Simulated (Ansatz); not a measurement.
TaO2:
```cif
data_O4Ta2
_chemical_formula_sum 'Ta2 O4'
_space_group_name_H-M_alt 'P 1'
_space_group_IT_number 1
_cell_length_a 4.91434
_cell_length_b 4.91434
_cell_length_c 2.83199
_cell_angle_alpha 90.000
_cell_angle_beta 90.000
_cell_angle_gamma 90.000
loop_
_space_group_symop_operation_xyz
  'x, y, z'
loop_
_atom_site_label
_atom_site_type_symbol
_atom_site_fract_x
_atom_site_fract_y
_atom_site_fract_z
_atom_site_occupancy
Ta1 Ta 0.00000 0.00000 0.50000 1
Ta2 Ta 0.50000 0.50000 0.00000 1
O1 O 0.71338 0.28662 0.50000 1
O2 O 0.28662 0.71338 0.50000 1
O3 O 0.21338 0.21338 0.00000 1
O4 O 0.78662 0.78662 0.00000 1
```

This is the LDA-relaxed structure.

Task: All from plane-wave PAW LDA (Ansatz code), unless another level is named. Estimate the electronic character.

Result: metallic (no gap).

Task: Give the density of states at the Fermi level.

Result: 0.40 states/eV per atom (mean over ±0.08 eV).

Task: And the formation energy from the elements (no fitted shifts)?

Result: -2.75 eV/atom.

Space group P4_2/mnm (rutile). The workflow started from a Materials Project entry (that database holds measured and hypothetical structures alike); the Crystallography Open Database copy checked does not list it. Whether it is the stable phase at ambient conditions was not checked. The cell was relaxed with LDA under the symmetry of its start; its stability against distortions is not shown here. No spin polarisation was allowed. The references are the lowest solids computed at this level, not always the standard phases (solids in place of the gases). Spin–orbit coupling is left out wherever it is not named.

Potentials: the later of the program's two PAW sets.
